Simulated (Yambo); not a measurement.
A G0W0@PBEsol run in Yambo for TiO2 (anatase, space group I4_1/amd, No. 141) (4×4×4 Γ-centred k mesh, bands 3 to 137 and a 8 Ry block in the screening, 137 bands in G with the Bruneval-Gonze terminator, plasmon pole fitted at 27.2 eV) gives these matrix elements, in eV, at the band edges (X → Γ):

```tsv
state	E0	<Vxc>	<Σx>	<Σc(E0)>	Z
valence edge	0.000	-19.803	-24.740	4.567	0.761
conduction edge	2.169	-19.251	-11.865	-5.816	0.782
```

Question: Solve the linearised quasiparticle equation for both states, give the gap, and say how exchange and correlation each act on it.

Answer: E = E0 + Z(Σx + Σc − Vxc). Valence: 0.000 + 0.761 × (-24.740 + (4.567) − (-19.803)) = -0.28 eV. Conduction: 2.169 + 0.782 × (-11.865 + (-5.816) − (-19.251)) = 3.40 eV. The gap is 3.68 eV, against 2.17 eV in PBEsol. Replacing Vxc by bare exchange alone would open it by 12.32 eV; correlation takes back 10.38 eV of that, and Z scales what is left. Nearest settings tried, and what they do to the gap: 91 bands in G: -12 meV; 69 bands in W: +37 meV; 1 Ry block (15 vectors against 181): +1631 meV. Not varied: mesh. So the settings aren't converged at that level. The mesh misses a band edge: along a dense path the PBEsol gap is 2.12 eV against 2.17 eV on the mesh. 

Geometry of the Materials Project entry, not relaxed at this level; primitive cell a = 5.5015 Å, b = 5.5015 Å, c = 5.5015 Å, α = 139.79°, β = 139.79°, γ = 58.18°.
